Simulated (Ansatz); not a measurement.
Here is the system:

KCl:
```yaml
crystal:
  lattice:
    - [0.00000, 3.03811, 3.03811]
    - [3.03811, 0.00000, 3.03811]
    - [3.03811, 3.03811, 0.00000]
  atoms:
    - { symbol: K, position: [0.00000, 0.00000, 0.00000] }
    - { symbol: Cl, position: [0.50000, 0.50000, 0.50000] }
```

This is the LDA-relaxed structure.

**Question.** All from DFT-LDA in the program Ansatz with PAW potentials, unless another level is named. Give the zero-point energy.

**Answer.** 23.6 meV/atom.

**Question.** Give the Young's modulus.

**Answer.** 30.5 GPa.

**Question.** And the elastic constants (relaxed ions, GPa)?

**Answer.** C11 = 59.3, C12 = 6.8, C44 = 6.4.

**Question.** Next, the highest zone-centre frequency (without LO–TO term)?

**Answer.** 161 cm⁻¹.

Space group Fm-3m (rock salt). Symmetry was held in the LDA relaxation; phonons on a q-mesh show no instability.

Potentials: the later of the program's two PAW sets.
